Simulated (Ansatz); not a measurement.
Method: r2SCAN, no spin polarisation; PAW, plane waves to 500 eV, 4×4×4 Γ-centred mesh, fermi-dirac occupations (width 0.1 eV) (Ansatz 0.2.0), atoms fixed.

Computed maps in the lattice plane spanned by b (left to right, 7.53 Å, 23 points from zero) and c (bottom to top, 7.53 Å, 23 points from zero), 60° apart, at height 0.250 along a. The fields are smooth PAW ones with compensation charges, not the true ones near nuclei.

Valence density. Digits on a logarithmic scale: 0 up to 0.03 e/Å³, each further digit a factor of 1.6, 9 from 1.3 e/Å³ up:
```
34444320000023444433333
45677643100024677654333
45789875310024689876433
45799997520024799998643
35798599641013689689753
23689779853112479869864
22468999863211357999974
21246898764211235789874
20024567653222223467664
20001344432112211234443
10000112221111211112222
01222100000011222100000
02455431000012343310000
13578764100023566542100
13689997410024678865310
03699999741024789997530
02589989963014699799742
11369999974113589759863
20147999985201468989974
20014689875200246899874
21001356654200024677764
21100123332100012355554
22222100110012222234443
```

ELF. Ten even steps from '0' (0.01) to '9' (0.90):
```
02577730000026776310000
15899986100058999862000
26899999610058999997200
16998899840027999889720
04896379961005898458961
01798458972001699648983
00489989982000179989996
20169999982000017999997
30027999972000001689997
20001588861000000157886
00000014530000000002552
00021000000000000000000
01577620000001222210000
04899986100036788764100
05999999710058999998610
04998479960048999899960
01898007982018998579983
00499604996005999438997
20069988997101799868997
30006999997200268999997
10000489985000014789885
00000014541000000146652
00132000000002320001210
```

Question: The cell is Rb$_{3}$RhCl$_{6}$. Which atoms lie within 0.2 Å of this plane, and where (fractions of b and c)?

Answer: Rb at (0.25, 0.25), Cl at (0.77, 0.77), Cl at (0.77, 0.23), Cl at (0.23, 0.77). The whole cell:
```yaml
crystal:
  lattice:
    - [0.00000, 5.32346, 5.32346]
    - [5.32346, 0.00000, 5.32346]
    - [5.32346, 5.32346, 0.00000]
  atoms:
    - { symbol: Rb, position: [0.25000, 0.25000, 0.25000] }
    - { symbol: Rb, position: [0.75000, 0.75000, 0.75000] }
    - { symbol: Rb, position: [0.50000, 0.50000, 0.50000] }
    - { symbol: Cl, position: [0.22990, 0.77010, 0.77010] }
    - { symbol: Cl, position: [0.77010, 0.22990, 0.77010] }
    - { symbol: Cl, position: [0.77010, 0.22990, 0.22990] }
    - { symbol: Cl, position: [0.22990, 0.77010, 0.22990] }
    - { symbol: Cl, position: [0.77010, 0.77010, 0.22990] }
    - { symbol: Cl, position: [0.22990, 0.22990, 0.77010] }
    - { symbol: Rh, position: [0.00000, 0.00000, 0.00000] }
```

Origin: a known structure type with other elements, at an estimated volume, so it need not be a known compound.
